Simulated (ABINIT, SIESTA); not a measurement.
This is a calculation of GaGe3 for ABINIT 10.8.3 (patched build). The cell comes from a database or a generator and needn't be the stable form of this composition.

run.abi

```
pp_dirpath "./"
pseudos "Ge.GGA_PBE-JTH.xml, Ga.GGA_PBE-JTH.xml"

acell 3*1.0
rprim
     0.0000000000     6.4008179684     6.4008179684
     6.4008179684     0.0000000000     6.4008179684
     6.4008179684     6.4008179684     0.0000000000
ntypat 2
znucl 32 31
natom 4
typat 1 1 1 2
xred
     0.5000000000     0.5000000000     0.5000000000
     0.7500000000     0.7500000000     0.7500000000
     0.2500000000     0.2500000000     0.2500000000
     0.0000000000     0.0000000000     0.0000000000

ecut 22.0
pawecutdg 44.0
pawxcdev 0

kptopt 1
ngkpt 7 7 7
nshiftk 1
shiftk 0.0 0.0 0.0

ixc 11

nband 33
occopt 3
tsmear 0.05 eV

nstep 100
tolvrs 1.0e-9

iomode 3
prtwf 0
prtden 0
prteig 0
prtebands 0
enunit 1
```

Potentials or basis: JTH PAW PBE v2.0.

Launch:

```console
$ abinit run.abi > log 2>&1
```

**Question.** Translate it to SIESTA 5.4.2. Potentials or basis there: files PseudoDojo sr-pbe-0.4.1-standard, DZP (energy shift 0.003 Ry; two zetas on semicore shells).

**Answer.** As run (cutoffs and basis follow the program's own potentials, and thresholds, step limits or extra output files can differ):

Contents of GaGe3.fdf:

```
SystemName                      GaGe3
SystemLabel                     GaGe3
NumberOfSpecies                 2
NumberOfAtoms                   4
%block ChemicalSpeciesLabel
  1  32 Ge
  2  31 Ga
%endblock ChemicalSpeciesLabel

LatticeConstant                 1.0 Ang
%block LatticeVectors
     0.0000000000     3.3871670000     3.3871670000
     3.3871670000     0.0000000000     3.3871670000
     3.3871670000     3.3871670000     0.0000000000
%endblock LatticeVectors
AtomicCoordinatesFormat         Fractional
%block AtomicCoordinatesAndAtomicSpecies
     0.5000000000     0.5000000000     0.5000000000  1  Ge
     0.7500000000     0.7500000000     0.7500000000  1  Ge
     0.2500000000     0.2500000000     0.2500000000  1  Ge
     0.0000000000     0.0000000000     0.0000000000  2  Ga
%endblock AtomicCoordinatesAndAtomicSpecies

%block kgrid.MonkhorstPack
    7   0   0  0.0
    0   7   0  0.0
    0   0   7  0.0
%endblock kgrid.MonkhorstPack
XC.Functional                   GGA
XC.Authors                      PBE
PAO.BasisSize                   DZP
PAO.EnergyShift                 0.003 Ry
Mesh.Cutoff                     800 Ry
OccupationFunction              FD
ElectronicTemperature           0.05 eV
MaxSCFIterations                120
SCF.MustConverge                false
SCF.Mixer.Method                Pulay
SCF.Mixer.Weight                0.25
SCF.Mixer.History               8
SCF.DM.Tolerance                5.0e-05
SCF.H.Tolerance                 1.0e-03 eV
WriteForces                     true
Charge.Mulliken                 end
%block PAO.Basis
  Ge 4
  n=4 0 2
    5.972 0.000
  n=4 1 2
    8.196 0.000
  n=3 2 2
    3.189 0.000
  n=4 2 1
    8.196
  Ga 4
  n=4 0 2
    6.575 0.000
  n=4 1 2
    9.448 0.000
  n=3 2 2
    3.582 0.000
  n=4 2 1
    9.448
%endblock PAO.Basis
```

Potentials or basis: PseudoDojo 0.4 standard (PBE files), converted to PSML, two zetas on semicore shells, DZP (energy shift 0.003 Ry; two zetas on semicore shells).

Launch:

```bash
$ siesta GaGe3.fdf > GaGe3.out 2>&1
```

Both were run:

|  | ABINIT | SIESTA |
| --- | --- | --- |
| Pressure | -0.9 GPa | 1.2 GPa |

Pressure is positive in compression.
